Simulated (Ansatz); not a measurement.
Input:

SnSb:
```cif
data_SbSn
_chemical_formula_sum 'Sn1 Sb1'
_space_group_name_H-M_alt 'P 1'
_space_group_IT_number 1
_cell_length_a 3.70791
_cell_length_b 3.70791
_cell_length_c 3.70791
_cell_angle_alpha 90.000
_cell_angle_beta 90.000
_cell_angle_gamma 90.000
loop_
_space_group_symop_operation_xyz
  'x, y, z'
loop_
_atom_site_label
_atom_site_type_symbol
_atom_site_fract_x
_atom_site_fract_y
_atom_site_fract_z
_atom_site_occupancy
Sn1 Sn 0.50000 0.50000 0.50000 1
Sb1 Sb 0.00000 0.00000 0.00000 1
```

This is the LDA-relaxed structure.

All from plane-wave PAW LDA (Ansatz code), unless another level is named. Estimate the electronic character.

metallic (no gap).

What about the density of states at the Fermi level?

0.55 states/eV per atom (mean over ±0.08 eV).

And the formation energy from the elements (no fitted shifts)?

0.10 eV/atom.

Space group Pm-3m (CsCl type). The workflow started from a Materials Project entry (that database holds measured and hypothetical structures alike); the Crystallography Open Database copy checked does not list it. COD files the formula under space group No. 166, 225, so this cell is another polymorph or a model. Whether it is the stable phase at ambient conditions was not checked. Symmetry was held in the LDA relaxation; of distortions, only those at the zone centre were tested. The references are the lowest solids computed at this level, not always the standard phases. Spin–orbit coupling is left out wherever it is not named.

Potentials: the later of the program's two PAW sets.
